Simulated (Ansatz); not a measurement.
Input, command and steps of an Ansatz relaxation.

```yaml
crystal:
  lattice:
    - [4.8366767663, -1.9118698454, 0.0411442794]
    - [4.8366767663, 1.9118698454, 0.0411442794]
    - [-0.2341660177, 0.0, 9.2046638112]
  atoms:
    - { symbol: Ti, position: [0.0551157829, 0.0551157829, 0.3595737635] }
    - { symbol: Ti, position: [0.9448842171, 0.9448842171, 0.6404262365] }
    - { symbol: Ti, position: [0.779810369, 0.779810369, 0.262770035] }
    - { symbol: Ti, position: [0.220189631, 0.220189631, 0.737229965] }
    - { symbol: Ti, position: [0.1325174028, 0.1325174028, 0.0445050836] }
    - { symbol: Ti, position: [0.8674825972, 0.8674825972, 0.9554949164] }
    - { symbol: O, position: [0.9579715759, 0.9579715759, 0.1522740731] }
    - { symbol: O, position: [0.0420284241, 0.0420284241, 0.8477259269] }
    - { symbol: O, position: [0.8697739295, 0.8697739295, 0.4436526278] }
    - { symbol: O, position: [0.1302260705, 0.1302260705, 0.5563473722] }
    - { symbol: O, position: [0.244249107, 0.244249107, 0.242640795] }
    - { symbol: O, position: [0.755750893, 0.755750893, 0.757359205] }
    - { symbol: O, position: [0.586994123, 0.586994123, 0.3400920629] }
    - { symbol: O, position: [0.413005877, 0.413005877, 0.6599079371] }
    - { symbol: O, position: [0.6716708949, 0.6716708949, 0.0545868048] }
    - { symbol: O, position: [0.3283291051, 0.3283291051, 0.9454131952] }
basis:
  ecutwfc: 420
kpoints:
  mp_grid: { grid: [10, 10, 4] }
hamiltonian:
  xc: pbesol
scf:
  occupations: { method: gaussian, width: 0.1 }
output:
  forces: true
  stress: true
  eigenvalues: true
relax:
  adjacent_minimum: "off"
  f_tol: 0.005
  max_steps: 80
  cell: { stress_tol: 0.05 }
```

```bash
ansatz run input.yaml --threads 4 --pin off --max-ram 10240MiB --backend cpu --events-out ev --progress --plain --runs-dir out
```

Level of theory: DFT PBEsol, scalar-relativistic, plane waves, PAW in Ansatz 0.2.0.

Of 10 frames 9 are shown, positions in Å and forces in eV/Å; the SCF threshold varies from step to step. Steps run on the plane waves of an earlier cell, with a Pulay correction in the pressure. The basis is chosen afresh for the last frame, the zero of the energies, and at times for earlier ones too; energy and pressure can step there, also at an unchanged geometry. Where two frames share a geometry here, they differ by under 2 meV/atom and 0.3 GPa. The mark taken_back stands on steps that the optimiser undid.

```xyz
16
Lattice="4.8367 -1.9119 0.0411 4.8367 1.9119 0.0411 -0.2342 0.0000 9.2047" Properties=species:S:1:pos:R:3:forces:R:3 pbc="T T T" step=1 free_energy_over_end_meV_per_atom=0.98 pressure_GPa=-0.08
Ti    0.4490    0.0000    3.3143    0.1550    0.0000   -0.0721
Ti    8.9902    0.0000    5.9727   -0.1550    0.0000    0.0721
Ti    7.4818    0.0000    2.4829   -0.1689    0.0000   -0.0808
Ti    1.9573    0.0000    6.8041    0.1689    0.0000    0.0808
Ti    1.2715    0.0000    0.4206    0.1616    0.0000    0.0142
Ti    8.1677    0.0000    8.8664   -0.1616    0.0000   -0.0142
O     9.2311    0.0000    1.4805   -0.0122    0.0000    0.0296
O     0.2080    0.0000    7.8065    0.0122    0.0000   -0.0296
O     8.3097    0.0000    4.1552    0.1173    0.0000   -0.0176
O     1.1294    0.0000    5.1317   -0.1173    0.0000    0.0176
O     2.3059    0.0000    2.2535   -0.0663    0.0000    0.0474
O     7.1333    0.0000    7.0334    0.0663    0.0000   -0.0474
O     5.5986    0.0000    3.1787   -0.0102    0.0000    0.0001
O     3.8406    0.0000    6.1082    0.0102    0.0000   -0.0001
O     6.4845    0.0000    0.5577    0.0091    0.0000    0.0161
O     2.9547    0.0000    8.7292   -0.0091    0.0000   -0.0161
16
Lattice="4.8333 -1.9139 0.0407 4.8333 1.9139 0.0407 -0.2348 0.0000 9.1988" Properties=species:S:1:pos:R:3:forces:R:3 pbc="T T T" step=2 free_energy_over_end_meV_per_atom=0.57 pressure_GPa=0.00
Ti    0.4546    0.0000    3.3104    0.0985    0.0000   -0.0556
Ti    8.9772    0.0000    5.9698   -0.0985    0.0000    0.0556
Ti    7.4730    0.0000    2.4778   -0.1140    0.0000   -0.0706
Ti    1.9589    0.0000    6.8024    0.1140    0.0000    0.0706
Ti    1.2748    0.0000    0.4208    0.0883    0.0000   -0.0035
Ti    8.1570    0.0000    8.8594   -0.0883    0.0000    0.0035
O     9.2249    0.0000    1.4782   -0.0034    0.0000    0.0275
O     0.2069    0.0000    7.8020    0.0034    0.0000   -0.0275
O     8.3091    0.0000    4.1474    0.0718    0.0000    0.0190
O     1.1227    0.0000    5.1327   -0.0718    0.0000   -0.0190
O     2.3052    0.0000    2.2537   -0.0543    0.0000    0.0479
O     7.1267    0.0000    7.0265    0.0543    0.0000   -0.0479
O     5.5928    0.0000    3.1761    0.0081    0.0000   -0.0020
O     3.8390    0.0000    6.1041   -0.0081    0.0000    0.0020
O     6.4773    0.0000    0.5564    0.0039    0.0000    0.0099
O     2.9545    0.0000    8.7238   -0.0039    0.0000   -0.0099
16
Lattice="4.8141 -1.9261 0.0369 4.8141 1.9261 0.0369 -0.2410 0.0000 9.1758" Properties=species:S:1:pos:R:3:forces:R:3 pbc="T T T" step=3 free_energy_over_end_meV_per_atom=0.08 pressure_GPa=-0.22
Ti    0.4629    0.0000    3.2949    0.0053    0.0000    0.0201
Ti    8.9244    0.0000    5.9546   -0.0053    0.0000   -0.0201
Ti    7.4271    0.0000    2.4585   -0.0654    0.0000   -0.0063
Ti    1.9601    0.0000    6.7910    0.0654    0.0000    0.0063
Ti    1.2784    0.0000    0.4182    0.0374    0.0000    0.0101
Ti    8.1089    0.0000    8.8313   -0.0374    0.0000   -0.0101
O     9.1869    0.0000    1.4694   -0.0040    0.0000    0.0241
O     0.2004    0.0000    7.7801    0.0040    0.0000   -0.0241
O     8.2818    0.0000    4.1271   -0.0245    0.0000   -0.0097
O     1.1055    0.0000    5.1224    0.0245    0.0000    0.0097
O     2.2905    0.0000    2.2583    0.0357    0.0000    0.0061
O     7.0967    0.0000    6.9912   -0.0357    0.0000   -0.0061
O     5.5617    0.0000    3.1636    0.0128    0.0000    0.0021
O     3.8256    0.0000    6.0859   -0.0128    0.0000   -0.0021
O     6.4395    0.0000    0.5460    0.0018    0.0000   -0.0097
O     2.9478    0.0000    8.7035   -0.0018    0.0000    0.0097
16
Lattice="4.8107 -1.9226 0.0341 4.8107 1.9226 0.0341 -0.2460 0.0000 9.1740" Properties=species:S:1:pos:R:3:forces:R:3 pbc="T T T" step=4 free_energy_over_end_meV_per_atom=-0.06 pressure_GPa=0.38 taken_back
Ti    0.4605    0.0000    3.2963   -0.0500    0.0000    0.0155
Ti    8.9150    0.0000    5.9460    0.0500    0.0000   -0.0155
Ti    7.4140    0.0000    2.4533    0.0518    0.0000    0.0029
Ti    1.9615    0.0000    6.7890   -0.0518    0.0000   -0.0029
Ti    1.2788    0.0000    0.4178   -0.0629    0.0000   -0.0070
Ti    8.0966    0.0000    8.8245    0.0629    0.0000    0.0070
O     9.1779    0.0000    1.4673    0.0098    0.0000   -0.0259
O     0.1975    0.0000    7.7750   -0.0098    0.0000    0.0259
O     8.2694    0.0000    4.1211    0.0151    0.0000   -0.0004
O     1.1060    0.0000    5.1212   -0.0151    0.0000    0.0004
O     2.2879    0.0000    2.2594    0.0169    0.0000   -0.0045
O     7.0876    0.0000    6.9829   -0.0169    0.0000    0.0045
O     5.5552    0.0000    3.1620   -0.0108    0.0000   -0.0065
O     3.8203    0.0000    6.0803    0.0108    0.0000    0.0065
O     6.4340    0.0000    0.5401   -0.0137    0.0000   -0.0003
O     2.9414    0.0000    8.7022    0.0137    0.0000    0.0003
16
Lattice="4.8147 -1.9244 0.0358 4.8147 1.9244 0.0358 -0.2430 0.0000 9.1757" Properties=species:S:1:pos:R:3:forces:R:3 pbc="T T T" step=5 free_energy_over_end_meV_per_atom=-0.01 pressure_GPa=-0.06
Ti    0.4615    0.0000    3.2965   -0.0109    0.0000    0.0050
Ti    8.9249    0.0000    5.9508    0.0109    0.0000   -0.0050
Ti    7.4249    0.0000    2.4563   -0.0110    0.0000   -0.0060
Ti    1.9616    0.0000    6.7910    0.0110    0.0000    0.0060
Ti    1.2787    0.0000    0.4183   -0.0014    0.0000    0.0018
Ti    8.1077    0.0000    8.8291    0.0014    0.0000   -0.0018
O     9.1872    0.0000    1.4689    0.0025    0.0000   -0.0019
O     0.1993    0.0000    7.7784   -0.0025    0.0000    0.0019
O     8.2798    0.0000    4.1246    0.0029    0.0000    0.0027
O     1.1066    0.0000    5.1228   -0.0029    0.0000   -0.0027
O     2.2923    0.0000    2.2587    0.0032    0.0000    0.0032
O     7.0941    0.0000    6.9887   -0.0032    0.0000   -0.0032
O     5.5619    0.0000    3.1629    0.0058    0.0000    0.0016
O     3.8245    0.0000    6.0845   -0.0058    0.0000   -0.0016
O     6.4399    0.0000    0.5432    0.0019    0.0000   -0.0015
O     2.9465    0.0000    8.7041   -0.0019    0.0000    0.0015
16
Lattice="4.8134 -1.9241 0.0350 4.8134 1.9241 0.0350 -0.2444 0.0000 9.1755" Properties=species:S:1:pos:R:3:forces:R:3 pbc="T T T" step=6 free_energy_over_end_meV_per_atom=-0.04 pressure_GPa=0.03
Ti    0.4598    0.0000    3.2968   -0.0045    0.0000    0.0018
Ti    8.9226    0.0000    5.9488    0.0045    0.0000   -0.0018
Ti    7.4215    0.0000    2.4548   -0.0028    0.0000   -0.0051
Ti    1.9609    0.0000    6.7908    0.0028    0.0000    0.0051
Ti    1.2782    0.0000    0.4184   -0.0021    0.0000    0.0006
Ti    8.1042    0.0000    8.8272    0.0021    0.0000   -0.0006
O     9.1842    0.0000    1.4672    0.0010    0.0000    0.0019
O     0.1982    0.0000    7.7784   -0.0010    0.0000   -0.0019
O     8.2764    0.0000    4.1232    0.0009    0.0000    0.0012
O     1.1060    0.0000    5.1223   -0.0009    0.0000   -0.0012
O     2.2911    0.0000    2.2591    0.0037    0.0000    0.0002
O     7.0913    0.0000    6.9865   -0.0037    0.0000   -0.0002
O     5.5597    0.0000    3.1626    0.0024    0.0000   -0.0027
O     3.8228    0.0000    6.0830   -0.0024    0.0000    0.0027
O     6.4381    0.0000    0.5417   -0.0017    0.0000    0.0008
O     2.9444    0.0000    8.7039    0.0017    0.0000   -0.0008
16
Lattice="4.8139 -1.9243 0.0351 4.8139 1.9243 0.0351 -0.2443 0.0000 9.1752" Properties=species:S:1:pos:R:3:forces:R:3 pbc="T T T" step=7 free_energy_over_end_meV_per_atom=-0.03 pressure_GPa=0.00
Ti    0.4596    0.0000    3.2968   -0.0009    0.0000   -0.0004
Ti    8.9239    0.0000    5.9486    0.0009    0.0000    0.0004
Ti    7.4220    0.0000    2.4542    0.0000    0.0000    0.0006
Ti    1.9615    0.0000    6.7912    0.0000    0.0000   -0.0006
Ti    1.2782    0.0000    0.4187    0.0019    0.0000   -0.0020
Ti    8.1053    0.0000    8.8267   -0.0019    0.0000    0.0020
O     9.1851    0.0000    1.4674    0.0003    0.0000   -0.0004
O     0.1983    0.0000    7.7780   -0.0003    0.0000    0.0004
O     8.2774    0.0000    4.1231    0.0015    0.0000   -0.0003
O     1.1060    0.0000    5.1223   -0.0015    0.0000    0.0003
O     2.2917    0.0000    2.2591   -0.0005    0.0000    0.0002
O     7.0917    0.0000    6.9863    0.0005    0.0000   -0.0002
O     5.5606    0.0000    3.1621    0.0009    0.0000    0.0006
O     3.8229    0.0000    6.0833   -0.0009    0.0000   -0.0006
O     6.4384    0.0000    0.5418    0.0018    0.0000   -0.0011
O     2.9451    0.0000    8.7037   -0.0018    0.0000    0.0011
16
Lattice="4.8139 -1.9243 0.0351 4.8139 1.9243 0.0351 -0.2443 0.0000 9.1752" Properties=species:S:1:pos:R:3:forces:R:3 pbc="T T T" step=8 free_energy_over_end_meV_per_atom=0.00 pressure_GPa=-0.01
Ti    0.4596    0.0000    3.2968   -0.0009    0.0000   -0.0005
Ti    8.9239    0.0000    5.9486    0.0009    0.0000    0.0005
Ti    7.4220    0.0000    2.4542    0.0000    0.0000    0.0005
Ti    1.9615    0.0000    6.7912    0.0000    0.0000   -0.0005
Ti    1.2782    0.0000    0.4187    0.0020    0.0000   -0.0019
Ti    8.1053    0.0000    8.8267   -0.0020    0.0000    0.0019
O     9.1851    0.0000    1.4674    0.0003    0.0000   -0.0005
O     0.1983    0.0000    7.7780   -0.0003    0.0000    0.0005
O     8.2774    0.0000    4.1231    0.0014    0.0000   -0.0003
O     1.1060    0.0000    5.1223   -0.0014    0.0000    0.0003
O     2.2917    0.0000    2.2591   -0.0006    0.0000    0.0001
O     7.0917    0.0000    6.9863    0.0006    0.0000   -0.0001
O     5.5606    0.0000    3.1621    0.0009    0.0000    0.0006
O     3.8229    0.0000    6.0833   -0.0009    0.0000   -0.0006
O     6.4384    0.0000    0.5418    0.0019    0.0000   -0.0012
O     2.9451    0.0000    8.7037   -0.0019    0.0000    0.0012
16
Lattice="4.8119 -1.9250 0.0346 4.8119 1.9250 0.0346 -0.2452 0.0000 9.1740" Properties=species:S:1:pos:R:3:forces:R:3 pbc="T T T" step=10 free_energy_over_end_meV_per_atom=0.00 pressure_GPa=-0.01
Ti    0.4593    0.0000    3.2962   -0.0002    0.0000   -0.0004
Ti    8.9193    0.0000    5.9469    0.0002    0.0000    0.0004
Ti    7.4178    0.0000    2.4527    0.0003    0.0000    0.0000
Ti    1.9608    0.0000    6.7904   -0.0003    0.0000    0.0000
Ti    1.2783    0.0000    0.4186   -0.0011    0.0000   -0.0008
Ti    8.1003    0.0000    8.8245    0.0011    0.0000    0.0008
O     9.1812    0.0000    1.4662   -0.0002    0.0000    0.0010
O     0.1974    0.0000    7.7769    0.0002    0.0000   -0.0010
O     8.2733    0.0000    4.1216    0.0015    0.0000    0.0001
O     1.1053    0.0000    5.1215   -0.0015    0.0000   -0.0001
O     2.2909    0.0000    2.2590   -0.0002    0.0000    0.0002
O     7.0877    0.0000    6.9841    0.0002    0.0000   -0.0002
O     5.5574    0.0000    3.1613    0.0001    0.0000   -0.0002
O     3.8212    0.0000    6.0818   -0.0001    0.0000    0.0002
O     6.4351    0.0000    0.5405   -0.0006    0.0000    0.0002
O     2.9435    0.0000    8.7026    0.0006    0.0000   -0.0002
```

It took 2.1 min on 4 threads of Intel(R) Xeon(R) 6975P-C (Granite Rapids), with other jobs on the host, peak memory 1.6 GiB.

Spin polarisation was left out, and a magnetic state may lie lower.